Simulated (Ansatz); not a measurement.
ScAg2: enthalpy against pressure

ScAg2, I4/mmm, a = 3.504 Å, c = 8.805 Å. The structure is a Materials Project entry; whether it is the stable form wasn't checked. Ansatz: PBEsol, PAW, 420 eV, Γ-centred 16×16×16 mesh on 3 atoms, Gaussian smearing 0.10 eV; no spin polarisation. Cell and atoms are relaxed at each pressure, and no other structure is tried, so the rows at high pressure may lie past a change of phase. y is the enthalpy over the state at zero pressure; there V0 = 18.013 Å³/atom. The pressures are the targets, met within 0.01 GPa.

```
P (GPa) y (eV/atom)
   -3.0            ?
    0.0       0.0000
    3.0       0.3327
    8.0       0.8692
   15.0       1.5897
   30.0       3.0431
```

Q: Fit y = c1 P + c2 P² + c3 P³ to the other rows, say what c1 and c2 mean, and predict the missing value.

A: Least squares on the rows shown. y = 0.11220 P − 0.00047155 P² + 3.7541×10⁻⁶ P³. Since dH/dP = V, c1 is V0: 0.11220 eV/GPa × 160.2 = 17.974 Å³ against 18.013; c2 = −V0/(2B0) gives B0 = 119 GPa, where a Birch–Murnaghan fit to the volumes of the same runs (not shown) gives 105 GPa: a cubic over this range folds the higher terms into c2. At P = -3.0 the fit asked for gives -0.3409 eV/atom. The run gave -0.3424 eV/atom, so the fit is 0.0015 eV/atom too high, 0.044 % of the span of the series, against an rms of 0.0002 eV/atom on the fitted rows. The row lies outside the fitted range. With a term in P⁴ added, a fit to the same known rows (none to spare) predicts -0.3422 eV/atom, so most of the miss is curvature that the known rows already hold.

The mesh isn't the same in all rows (16×16×16, 18×18×18).